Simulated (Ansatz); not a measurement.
Here is the system:

BaMgF4:
```yaml
crystal:
  lattice:
    - [2.04573, -7.28680, 0.00000]
    - [2.04573, 7.28680, 0.00000]
    - [0.00000, 0.00000, 5.82281]
  atoms:
    - { symbol: Ba, position: [0.65076, 0.34924, 0.14628] }
    - { symbol: Ba, position: [0.34924, 0.65076, 0.64628] }
    - { symbol: Mg, position: [0.91558, 0.08442, 0.18982] }
    - { symbol: Mg, position: [0.08442, 0.91558, 0.68982] }
    - { symbol: F, position: [0.42087, 0.57913, 0.20371] }
    - { symbol: F, position: [0.57913, 0.42087, 0.70371] }
    - { symbol: F, position: [0.80278, 0.19722, 0.38126] }
    - { symbol: F, position: [0.19722, 0.80278, 0.88126] }
    - { symbol: F, position: [0.02848, 0.97152, 0.00868] }
    - { symbol: F, position: [0.97152, 0.02848, 0.50868] }
    - { symbol: F, position: [0.16361, 0.83639, 0.41973] }
    - { symbol: F, position: [0.83639, 0.16361, 0.91973] }
```

This is the PBEsol-relaxed structure.

All from the program Ansatz at the PBEsol level (PAW), unless another level is named. Give the electron effective mass.

0.48, 0.52, 0.56 mₑ (principal values).

Give the hole effective mass.

2.5, 10, 11 mₑ (principal values).

What about the weight of the valence-edge state by species (Voronoi cells)?

F 98 %.

What about the weight of the conduction-edge state by species (Voronoi cells)?

F 73 %, Ba 16 %, Mg 11 %.

Space group Cmc2_1. The workflow started from a Materials Project entry (that database holds measured and hypothetical structures alike); the Crystallography Open Database files this formula in space group No. 36, but the cells were not matched. Whether it is the stable phase at ambient conditions was not checked. The cell was relaxed with PBEsol under the symmetry of its start; of distortions, only those at the zone centre were tested. Spin–orbit coupling is left out wherever it is not named.

Potentials: the earlier of the program's two PAW sets.

Edges and masses are those of Kohn–Sham bands, whose gap is no quasiparticle gap.
